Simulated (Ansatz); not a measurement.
Relaxed candidate structures of ZrO₂:

A. P6₃mc (No. 186), hP6; a = 3.490 Å, b = 3.490 Å, c = 6.588 Å, α = 90.00°, β = 90.00°, γ = 120.00°; O 2b (0.667, 0.333, 0.222); O 2a (0.000, 0.000, 0.479); Zr 2b (0.333, 0.667, 0.045); non-magnetic

B. Fd-3m, origin choice 1 (No. 227), cF24, AFLOW prototype A2B_cF24_227_c_a (C9, as in SiO2); a = 9.0472 Å, b = 9.0472 Å, c = 9.0472 Å, α = 90.00°, β = 90.00°, γ = 90.00°; O 16d (0.625, 0.625, 0.625); Zr 8b (0.500, 0.500, 0.500); non-magnetic

C. P2₁/c (No. 14), mP12, AFLOW prototype A2B_mP12_14_2e_e (C43, as in ZrO2); a = 5.154 Å, b = 5.226 Å, c = 5.331 Å, α = γ = 90.00°, β = 99.41°; Zr 4e (0.276, 0.042, 0.210); O 4e (0.069, 0.333, 0.345); O 4e (0.550, 0.257, 0.022); non-magnetic

D. Pa-3 (No. 205), cP12; a = b = c = 5.1971 Å, α = β = γ = 90.00°; Zr 4a (0.000, 0.000, 0.000); O 8c (0.325, 0.325, 0.325); non-magnetic

Q: Rank these by energy per atom (lowest first), as r2SCAN (plane waves to 500 eV, PAW, scalar-relativistic; Ansatz, a quantum-chemistry and plane-wave program) gives it.

A: C (reference, the lowest of the structures calculated here), D (+0.156 eV/atom), A (+0.235 eV/atom), B (+0.392 eV/atom)

Q: Give each candidate's band gap.

A: No candidate is metallic. A: 3.40 eV (no spin-orbit coupling); B: 5.28 eV (no spin-orbit coupling); C: 4.16 eV (no spin-orbit coupling); D: 3.83 eV (no spin-orbit coupling).

 2 generated cells of layers, chains or molecules, poorly bound without dispersion, are left out. Each run could gain symmetry but not lose that of its start, so entries can be saddle points. From databases, or of a type measured for this composition: P2₁/c, mP12, AFLOW prototype A2B_mP12_14_2e_e (C43, as in ZrO2), non-magnetic; the others are generated cells (placed on structure types, drawn at random, substituted or restacked) that were not matched to a known phase here. Each structure is listed in the lowest spin state found for it. Static energies at zero pressure. Each cell has its own k-point mesh; energy differences are given only to the digits this allows. No spin polarisation in the result. Gaps of cells over 8 atoms come from the SCF mesh and high-symmetry points alone.
